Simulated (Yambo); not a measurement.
A G0W0@PBEsol run in Yambo for Ba2MgMoO6 (space group Fm-3m, No. 225) (2×2×2 Γ-centred k mesh, bands 3 to 214 and a 7 Ry block in the screening, 214 bands in G with the Bruneval-Gonze terminator, plasmon pole fitted at 27.2 eV) gives these matrix elements, in eV, at the band edges (Γ → X):

```tsv
state	E0	<Vxc>	<Σx>	<Σc(E0)>	Z
valence edge	0.000	-19.596	-24.663	4.622	0.765
conduction edge	1.999	-17.475	-12.158	-3.901	0.797
```

Question: Solve the linearised quasiparticle equation for both states, give the gap, and say how exchange and correlation each act on it.

Answer: E = E0 + Z(Σx + Σc − Vxc). Valence: 0.000 + 0.765 × (-24.663 + (4.622) − (-19.596)) = -0.34 eV. Conduction: 1.999 + 0.797 × (-12.158 + (-3.901) − (-17.475)) = 3.13 eV. The gap is 3.47 eV, against 2.00 eV in PBEsol. Replacing Vxc by bare exchange alone would open it by 10.38 eV; correlation takes back 8.52 eV of that, and Z scales what is left. Nearest settings tried, and what they do to the gap: 143 bands in G: +17 meV; 143 bands in W, 143 bands in G: +58 meV; 6 Ry block (283 vectors against 307): -0 meV. Not varied: mesh. So the settings aren't converged at that level. The k mesh is coarse. Spin-orbit splittings are left out.

Geometry of the Materials Project entry, not relaxed at this level; primitive cell a = 5.807 Å, b = 5.807 Å, c = 5.807 Å, α = 60.00°, β = 60.00°, γ = 60.00°.

The structure is a Materials Project entry; no match was found in the copy of COD used, and its stability was not checked.
